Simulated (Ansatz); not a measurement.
Al₃Ni₂:
```
CELL_PARAMETERS angstrom
      3.96545     0.00000     0.00000
     -1.98273     3.43418     0.00000
      0.00000     0.00000     4.80754
ATOMIC_POSITIONS crystal
  Al 0.00000 0.00000 0.00000
  Al 0.33333 0.66667 0.64804
  Al 0.66667 0.33333 0.35196
  Ni 0.33333 0.66667 0.14593
  Ni 0.66667 0.33333 0.85407
```

Relaxed with LDA. Special points in fractions of this cell's reciprocal vectors: Γ (0.000, 0.000, 0.000); M (0.500, 0.000, 0.000); K (0.333, 0.333, 0.000); A (0.000, 0.000, 0.500); L (0.500, 0.000, 0.500); H (0.333, 0.333, 0.500).

Question: List the band energies nearest the Fermi level at these points for the program Ansatz at the LDA level (PAW).

Answer: In eV from the Fermi level; about four levels below and three above (degenerate sets whole), none deeper than 8.9 eV; points with the same levels are listed once.

```
k                          below                above
-  -----------------------------  -------------------
Γ        -1.80 -1.76 -1.76 -1.36  1.28 1.28 3.24 3.24
M        -1.94 -1.64 -1.59 -1.28       1.42 2.16 2.28
K  -1.98 -1.98 -1.96 -0.84 -0.84       1.28 2.54 2.54
A        -1.87 -1.87 -1.87 -1.87  2.79 2.79 2.88 2.88
L        -1.84 -1.81 -1.11 -0.34       1.59 2.17 3.34
H        -1.72 -1.44 -1.44 -0.14       5.99 6.88 6.88
```

Space group P-3m1 (La2O3 or Ni2Al3 type). The first step of the workflow began from a Materials Project structure, measured or hypothetical; the Crystallography Open Database copy checked does not list it. Its standing as an ambient phase is unchecked. The LDA relaxation kept the symmetry of its start; of distortions, only those at the zone centre were tested. The run is not spin-polarised.

Potentials: the later of the program's two PAW sets.
